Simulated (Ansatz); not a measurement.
CsSnBr3 (cubic perovskite, Pm-3m) at seven volumes, the program Ansatz at the PBE level (PAW), scaled uniformly. One row is withheld.

```csv
V (Å³/atom),P (GPa)
37.131,?
38.355,1.37
39.579,0.63
40.803,0.00
42.027,-0.53
43.251,-0.98
44.475,-1.36
```

### Question
Fit the shown pressures and predict the withheld one.

### Answer
P = (3/2)B₀(x^(7/2) − x^(5/2))[1 + (3/4)(B′ − 4)(x − 1)] with x = (V₀/V)^(2/3). Least squares on the six rows gives V₀ = 40.805 Å³/atom, B₀ = 19.2 GPa, B′ = 4.56. At V = 37.131, x = 1.0649 and P = 2.25 GPa. The run itself gave 2.24 GPa.

The PBE relaxation kept the symmetry of its start; of distortions, only those at the zone centre were tested. Spin–orbit coupling is left out wherever it is not named.

Potentials: the later of the program's two PAW sets.
